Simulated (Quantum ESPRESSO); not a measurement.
Simulation results for Mg2TaMoAu4 (simulated cell)

All values are calculated (Quantum ESPRESSO 7.5). Calculation on a made-up metal alloy cell, not a measurement: no spin or spin-orbit, unrelaxed, 2900 K smearing, stress positive in tension, cell energy less fitted offsets; periodic Kohn-Sham density functional theory in plane waves with PseudoDojo standard norm-conserving scalar-relativistic pseudopotentials, each functional with its own files (v0.5 for PBE, v0.4.1 for LDA and PBEsol), eight atoms on drawn sites of a strained close-packed or body-centred lattice, each displaced and held fixed; the energy is the cell's free energy, ions and the entropy term -TS included, at the stated Fermi-Dirac width, less a fixed offset for each atom's element (shifted free energy); compositions with an open d shell lost a parallel starting moment in a cheaper test run, and other magnetic orders were not tried; an error bar is the largest change of its kind in a tighter rerun, never given below 0.002 eV, 0.02 GPa or 0.003 eV/angstrom, and covers cutoff and k-mesh only, not smearing or the files.

Common to all runs: lattice type hexagonal close-packed; functional pbe; cutoff 1143 eV; fermi dirac smearing 0.25 eV; electrons removed 0; run command mpirun -np 4 pw.x -nk 4 -in in; run processor Intel Xeon, older, virtual cores; k mesh 8 x 5 x 3 shifted half a step off Gamma on each axis.

Notes on all entries: heavy elements are run without spin-orbit coupling, which real alloys of them have; a spin test at this wide smearing found no moment, but such smearing suppresses magnetism that the real alloy may have; lattice, volume and sites are drawn at random and may be unstable or far from any real phase; energies are for the whole cell, less offsets fitted to these runs, so they are not formation energies; error bars: energy 0.004 eV, stress 0.14 GPa, force 0.0033 eV/Å, from a tighter rerun of a related cell, whose elements or sites may differ.

(1) Mg2TaMoAu4 (simulated cell)

```cif
# cell vector a (Å): -2.9585 0.0169 -0.0250
# cell vector b (Å): -0.0293 5.1114 -0.0234
# cell vector c (Å): 1.4132 -2.5207 -9.4338
data_Mg2TaMoAu4
_symmetry_space_group_name_H-M 'P 1'
_symmetry_Int_Tables_number 1
_cell_length_a 2.9587
_cell_length_b 5.1115
_cell_length_c 9.8665
_cell_angle_alpha 104.591
_cell_angle_beta 97.851
_cell_angle_gamma 89.342
_cell_volume 143.01
loop_
_atom_site_label
_atom_site_type_symbol
_atom_site_fract_x
_atom_site_fract_y
_atom_site_fract_z
_atom_site_occupancy
Ta1 Ta 0.01706 0.98251 0.00111 1
Mo1 Mo 0.12551 0.46548 0.25266 1
Au1 Au 0.29452 0.24205 0.49733 1
Au2 Au 0.34651 0.70270 0.75901 1
Mg1 Mg 0.48964 0.50697 0.00429 1
Au3 Au 0.65622 0.97795 0.25254 1
Au4 Au 0.77585 0.74213 0.50312 1
Mg2 Mg 0.89065 0.18894 0.75773 1
```

Results for Mg2TaMoAu4 (simulated cell): entropy term negative ts -1.166 eV; pressure 0.48 GPa; stress xx 0.58 GPa; stress yy -0.28 GPa; stress zz -1.73 GPa; stress yz -1.62 GPa; stress xz 1.33 GPa; stress xy -1.04 GPa; shifted free energy 0.169 eV.

Atoms:
```csv
atoms element,atom site,atom energy offset (eV)
Ta,1,-1771.44
Mo,2,-1911.95
Au,3,-4032.82
Au,4,-4032.82
Mg,5,-1616.19
Au,6,-4032.82
Au,7,-4032.82
Mg,8,-1616.19
```

Forces:
```csv
site,x (eV/Å),y (eV/Å),z (eV/Å)
1,0.404,1.195,-1.537
2,-0.207,-0.032,0.513
3,0.165,0.039,-0.818
4,-0.423,-0.293,0.011
5,-0.329,-0.907,-0.443
6,0.127,-0.489,0.8
7,0.155,0.001,0.204
8,0.108,0.486,1.27
```

Notes: 16 SCF iterations, 412 s of wall time on a shared machine.

(2) Mg2TaMoAu4 (simulated cell)

```cif
# cell vector a (Å): -2.9585 0.0169 -0.0250
# cell vector b (Å): -0.0293 5.1114 -0.0234
# cell vector c (Å): 1.4132 -2.5207 -9.4338
data_Mg2TaMoAu4
_symmetry_space_group_name_H-M 'P 1'
_symmetry_Int_Tables_number 1
_cell_length_a 2.9587
_cell_length_b 5.1115
_cell_length_c 9.8665
_cell_angle_alpha 104.591
_cell_angle_beta 97.851
_cell_angle_gamma 89.342
_cell_volume 143.01
loop_
_atom_site_label
_atom_site_type_symbol
_atom_site_fract_x
_atom_site_fract_y
_atom_site_fract_z
_atom_site_occupancy
Au1 Au 0.01706 0.98251 0.00111 1
Ta1 Ta 0.12551 0.46548 0.25266 1
Au2 Au 0.29452 0.24205 0.49733 1
Mg1 Mg 0.34651 0.70270 0.75901 1
Mg2 Mg 0.48964 0.50697 0.00429 1
Au3 Au 0.65622 0.97795 0.25254 1
Au4 Au 0.77585 0.74213 0.50312 1
Mo1 Mo 0.89065 0.18894 0.75773 1
```

Results for Mg2TaMoAu4 (simulated cell): entropy term negative ts -1.289 eV; pressure 0.37 GPa; stress xx 1.69 GPa; stress yy -0.26 GPa; stress zz -2.56 GPa; stress yz -1.46 GPa; stress xz 0.95 GPa; stress xy -0.84 GPa; shifted free energy 0.41 eV.

Atoms:
```csv
atoms element,atom site,atom energy offset (eV)
Au,1,-4032.82
Ta,2,-1771.44
Au,3,-4032.82
Mg,4,-1616.19
Mg,5,-1616.19
Au,6,-4032.82
Au,7,-4032.82
Mo,8,-1911.95
```

Forces:
```csv
site,x (eV/Å),y (eV/Å),z (eV/Å)
1,0.212,0.866,0.398
2,-0.164,-0.209,-0.799
3,0.225,-0.083,-1.142
4,-0.412,-0.176,0.725
5,-0.232,-0.288,0.268
6,0.077,-0.56,0.353
7,0.151,0.12,-0.201
8,0.143,0.331,0.397
```

Notes: 16 SCF iterations, 476 s of wall time on a shared machine.

(3) Mg2TaMoAu4 (simulated cell)

```cif
# cell vector a (Å): -2.9585 0.0169 -0.0250
# cell vector b (Å): -0.0293 5.1114 -0.0234
# cell vector c (Å): 1.4132 -2.5207 -9.4338
data_Mg2TaMoAu4
_symmetry_space_group_name_H-M 'P 1'
_symmetry_Int_Tables_number 1
_cell_length_a 2.9587
_cell_length_b 5.1115
_cell_length_c 9.8665
_cell_angle_alpha 104.591
_cell_angle_beta 97.851
_cell_angle_gamma 89.342
_cell_volume 143.01
loop_
_atom_site_label
_atom_site_type_symbol
_atom_site_fract_x
_atom_site_fract_y
_atom_site_fract_z
_atom_site_occupancy
Au1 Au 0.01706 0.98251 0.00111 1
Ta1 Ta 0.12551 0.46548 0.25266 1
Au2 Au 0.29452 0.24205 0.49733 1
Au3 Au 0.34651 0.70270 0.75901 1
Mo1 Mo 0.48964 0.50697 0.00429 1
Mg1 Mg 0.65622 0.97795 0.25254 1
Au4 Au 0.77585 0.74213 0.50312 1
Mg2 Mg 0.89065 0.18894 0.75773 1
```

Atoms:
```csv
atoms element,atom site,atom energy offset (eV)
Au,1,-4032.82
Ta,2,-1771.44
Au,3,-4032.82
Au,4,-4032.82
Mo,5,-1911.95
Mg,6,-1616.19
Au,7,-4032.82
Mg,8,-1616.19
```

Notes: 16 SCF iterations, 500 s of wall time on a shared machine.

## Withheld values
1. Estimate the stress xy of Mg2TaMoAu4 (simulated cell) (entry 3).

Answers
1. -1.22 GPa

Further results for Mg2TaMoAu4 (simulated cell) (entry 3):

* entropy term negative ts: -1.153 eV
* pressure: 0.25 GPa
* stress xx: 1.61 GPa
* stress yy: -3.3 GPa
* stress zz: 0.94 GPa
* stress yz: 1.55 GPa
* stress xz: 0.29 GPa
* shifted free energy: -0.437 eV

Forces:
```csv
site,x (eV/Å),y (eV/Å),z (eV/Å)
1,0.265,0.78,-0.799
2,-0.399,0.68,0.949
3,0.138,-0.132,-0.115
4,-0.35,-0.421,0.673
5,-0.064,-0.777,-1.44
6,0.164,-0.462,0.062
7,0.139,0.135,0.33
8,0.106,0.198,0.34
```
